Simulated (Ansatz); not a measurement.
The relaxed structure here is a generated cell of WSe2: the first start was made by placing the elements on the sites of a structure type, and the end was not matched to a known phase here, so it may be hypothetical. Known forms of WSe2 include space group No. 194.

The end point of a relaxation of WSe2. Computed with PBE (plane waves to 420 eV, PAW, scalar-relativistic; Ansatz, a program for electronic structure).

```cif
data_Se8W4
_chemical_formula_sum 'W4 Se8'
_space_group_name_H-M_alt 'P 1'
_space_group_IT_number 1
_cell_length_a 6.29914
_cell_length_b 6.26385
_cell_length_c 6.47711
_cell_angle_alpha 90.000
_cell_angle_beta 100.078
_cell_angle_gamma 90.000
loop_
_space_group_symop_operation_xyz
  'x, y, z'
loop_
_atom_site_label
_atom_site_type_symbol
_atom_site_fract_x
_atom_site_fract_y
_atom_site_fract_z
_atom_site_occupancy
W1 W 0.27596 0.04859 0.19841 1
W2 W 0.72404 0.54859 0.30159 1
W3 W 0.72404 0.95141 0.80159 1
W4 W 0.27596 0.45141 0.69841 1
Se1 Se 0.07997 0.34659 0.34275 1
Se2 Se 0.92003 0.84659 0.15725 1
Se3 Se 0.92003 0.65341 0.65725 1
Se4 Se 0.07997 0.15341 0.84275 1
Se5 Se 0.44914 0.76143 0.49554 1
Se6 Se 0.55086 0.26143 0.00446 1
Se7 Se 0.55086 0.23857 0.50446 1
Se8 Se 0.44914 0.73857 0.99554 1
```

Find the space group and the Wyckoff positions (tolerance 0.01 Å).

Space group P2₁/c (No. 14); a = 6.299 Å, b = 6.264 Å, c = 6.477 Å, α = γ = 90.00°, β = 100.08°

```json
[
 {"atom": "W", "site": "4e", "symmetry": "1", "x": "0.2760", "y": "0.0486", "z": "0.1984"},
 {"atom": "Se", "site": "4e", "symmetry": "1", "x": "0.0800", "y": "0.3466", "z": "0.3428"},
 {"atom": "Se", "site": "4e", "symmetry": "1", "x": "0.5509", "y": "0.2614", "z": "0.0045"}
]
```

This is the AFLOW prototype A2B_mP12_14_2e_e (C43, as in ZrO2).

Give the shortest distances between elements (the closest pairs, up to four, under 3.6 Å).

Se–W 2.50 Å; Se–Se 3.04 Å.

```yaml
volume_per_atom: 20.97 Å³
band_gap: no gap (metallic)
```

No spin polarisation in the result.

The run could not lose the symmetry of its start: the end is stationary, and may be a saddle point rather than a minimum.
